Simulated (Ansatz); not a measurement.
Pd (fcc, Cu type)

```
Pd
1.0
    0.00000     1.93777     1.93777
    1.93777     0.00000     1.93777
    1.93777     1.93777     0.00000
Pd
1
Cartesian
  0.00000   0.00000   0.00000
```

The slice is a {111} plane (indices of the conventional cell) through the point (0.000, 0.000, 0.000) (fractional), spanned by u = [100] and v = [-1 2 0] in vectors of this cell: u (2.74 Å) and v (4.75 Å, at 90° to u). It covers one period; positions are fractions (u, v).

These are PBEsol (plane waves to 420 eV, PAW, scalar-relativistic; Ansatz, an electronic-structure program) values and carry that method's errors. k mesh 21×21×21. These are valence fields of a PAW run, semicore shells included where kept as valence: close to a nucleus they are smooth pseudo fields. Pd is run without spin polarisation. Pd was relaxed with its symmetry unable to fall. The PAW data are Ansatz's earlier set.

Three fields on this plane, each scaled to ten steps between its own extremes (0 low, 9 high; the total valence density on a logarithmic scale, the potential cut 8 eV below its top; x marks points blanked near nuclei; v = 0 in the bottom row):

Map A
```
|xxxxxx06760xxxxx|
|xxxxxx27872xxxxx|
|xxxxxx58985xxxxx|
|xxxxx3799973xxxx|
|xxxx268999862xxx|
|0024678898876420|
|6667776666677766|
|9887642000246788|
|99862xxxxxxx2689|
|9973xxxxxxxxx379|
|985xxxxxxxxxxx58|
|872xxxxxxxxxxx27|
|760xxxxxxxxxxx06|
|750xxxxxxxxxxx05|
|760xxxxxxxxxxx06|
|872xxxxxxxxxxx27|
|985xxxxxxxxxxx58|
|9973xxxxxxxxx379|
|99862xxxxxxx2689|
|9887642000246788|
|6667776666677766|
|0024678898876420|
|xxxx268999862xxx|
|xxxxx3799973xxxx|
|xxxxxx58985xxxxx|
|xxxxxx27872xxxxx|
|xxxxxx06760xxxxx|
|xxxxxx05750xxxxx|
```

Map B
```
|xxxxxx94249xxxxx|
|xxxxxx73137xxxxx|
|xxxxxx52025xxxxx|
|xxxxx7300037xxxx|
|xxxx741000147xxx|
|9986421111124689|
|4433333444333334|
|1112468999864211|
|00147xxxxxxx7410|
|0037xxxxxxxxx730|
|025xxxxxxxxxxx52|
|137xxxxxxxxxxx73|
|249xxxxxxxxxxx94|
|349xxxxxxxxxxx94|
|249xxxxxxxxxxx94|
|137xxxxxxxxxxx73|
|025xxxxxxxxxxx52|
|0037xxxxxxxxx730|
|00147xxxxxxx7410|
|1112468999864211|
|4433333444333334|
|9986421111124689|
|xxxx741000147xxx|
|xxxxx7300037xxxx|
|xxxxxx52025xxxxx|
|xxxxxx73137xxxxx|
|xxxxxx94249xxxxx|
|xxxxxx94349xxxxx|
```

Map C
```
|xxxxxx81118xxxxx|
|xxxxxx50105xxxxx|
|xxxxxx10101xxxxx|
|xxxxx4012104xxxx|
|xxxx500222005xxx|
|9862111101111268|
|0001110000011100|
|0111126898621111|
|22005xxxxxxx5002|
|2104xxxxxxxxx401|
|101xxxxxxxxxxx10|
|105xxxxxxxxxxx50|
|118xxxxxxxxxxx81|
|119xxxxxxxxxxx91|
|118xxxxxxxxxxx81|
|105xxxxxxxxxxx50|
|101xxxxxxxxxxx10|
|2104xxxxxxxxx401|
|22005xxxxxxx5002|
|0111126898621111|
|0001110000011100|
|9862111101111268|
|xxxx500222005xxx|
|xxxxx4012104xxxx|
|xxxxxx10101xxxxx|
|xxxxxx50105xxxxx|
|xxxxxx81118xxxxx|
|xxxxxx91119xxxxx|
```

### Question
Assign the maps to these fields: electron localisation function (ELF); valence electron density; electrostatic potential energy of an electron, from the cell's mean.

### Answer
A is the electrostatic potential energy of an electron, from the cell's mean; B is the valence electron density; C is the electron localisation function (ELF).
